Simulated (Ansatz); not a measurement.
# Ideal shear of a crystal plane in Si2W

Computed with Ansatz, DFT PBEsol, scalar-relativistic, plane waves, PAW. The runs took a 420 eV cutoff, a Γ-centred 10×10×3 mesh and Gaussian smearing (0.15 eV). Spin–orbit coupling is left out, which can shift energies with elements as heavy as these. No spin polarisation. Energies are free energies at this smearing, counted from the undisturbed cell; pressure is positive in compression.

The undisturbed cell (relaxed at this level; this form isn't the usual structure):

```
CELL_PARAMETERS angstrom
-4.57609 0.00000 0.00000
-2.28804 -3.96301 0.00000
0.00000 0.00000 13.20661
ATOMIC_POSITIONS crystal
Si 0.83618 0.32764 0.08335
Si 0.83618 0.32764 0.58335
Si 0.67236 0.16382 0.25002
Si 0.67236 0.16382 0.75002
Si 0.16382 0.16382 0.91668
Si 0.16382 0.16382 0.41668
Si 0.16382 0.67236 0.08335
Si 0.16382 0.67236 0.58335
Si 0.32764 0.83618 0.25002
Si 0.32764 0.83618 0.75002
Si 0.83618 0.83618 0.91668
Si 0.83618 0.83618 0.41668
W 0.50000 0.50000 0.91668
W 0.50000 0.50000 0.41668
W 0.00000 0.50000 0.25002
W 0.00000 0.50000 0.75002
W 0.50000 0.00000 0.08335
W 0.50000 0.00000 0.58335
```

The cut lies on the cell's a–b face, a (0 0 1) plane (indices in the standard cell, whose axes needn't be the Cartesian ones shown) of area 18.14 Å², between layers 2.20 Å apart. Vector c is tilted by f times 1·a + 1·b (length 7.926 Å) with the atoms' Cartesian places fixed: one unrelaxed fault a cell. The traction is dγ/du, the slope of γ against the slip u in Å. Some rows repeat others by symmetry and weren't run.

| f | γ (mJ/m²) | traction (GPa) |
| --- | --- | --- |
| 0.0000 | 0 | 0.0 |
| 0.0833 | 1196 | 27.6 |
| 0.1667 | 2236 | 0.4 |
| 0.2500 | 1853 | -3.7 |
| 0.3333 | 1899 | -0.8 |
| 0.4167 | 1083 | -24.4 |
| 0.5000 | 22 | 0.0 |
| 0.5833 | 1083 | 24.4 |
| 0.6667 | 1899 | 0.8 |
| 0.7500 | 1853 | 3.7 |
| 0.8333 | 2236 | -0.4 |
| 0.9167 | 1196 | -27.6 |

Q: Read off the first barrier and the stress needed to climb it, and compare with Frenkel's sinusoid.

A: The first sampled maximum lies at f = 0.167, a slip of 1.32 Å, with γ ≈ 2236 mJ/m², which stands in for the unstable fault energy γ_us, and the steepest sampled slope before it is 27.6 GPa. A sinusoid γ = γ_us sin²(πu/λ) with its maximum there has λ = 2.64 Å and a largest slope πγ_us/λ = 26.6 GPa (1 mJ/m² per Å = 0.01 GPa). The stand-in is too high: the stress and forces give a traction of 6.6 GPa across the line at this point, so it is no saddle, and slip that bends off the line crosses lower.

Q: Is there a metastable fault on this line?

A: The samples dip to a local minimum of 1853 mJ/m² at f = 0.250. If it survives relaxation and slip across the line, it is a planar fault that lets a dislocation split into partials, more widely the lower its energy (an antiphase boundary, where the slip puts unlike atoms in each other's places).

The cut is rigid; relaxing the faces lowers these energies and usually the stresses.

In a metal these slopes depend on the k mesh and the smearing.

Cost: 8 runs of about 11 core-minutes in all, on AMD EPYC 9R45 (Zen 5) (shared hosts).